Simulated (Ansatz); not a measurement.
MnPt$_{3}$ (Cu3Au type, Pm-3m) under volume change, plane-wave PAW PBEsol (Ansatz code), scaled uniformly.

```csv
V (Å³/atom),E − E(relaxed) (meV/atom),P (GPa)
13.219,111.5,30.13
13.655,46.3,18.16
14.091,10.8,8.23
14.527,0.0,0.00
14.962,9.6,-6.84
15.398,36.2,-12.52
15.834,76.8,-17.22
```

What does a third-order Birch–Murnaghan fit give for V₀, B₀ and B′?

V₀ = 14.53 Å³/atom, B₀ = 250 GPa, B′ = 5.2.

The first step of the workflow began from a Materials Project structure, measured or hypothetical; the Crystallography Open Database files this formula in space group No. 221, but the cells were not matched. Its standing as an ambient phase is unchecked. The PBEsol relaxation kept the symmetry of its start; its stability against distortions is not shown here. Magnetic state: ferromagnetic, chosen from 4 collinear starts compared on coarse meshes (ties went to the first, and starts can fall back to one state), not a proven ground state. Scalar-relativistic: spin–orbit coupling is off unless named, which matters more the heavier the elements.

Potentials: the later of the program's two PAW sets.
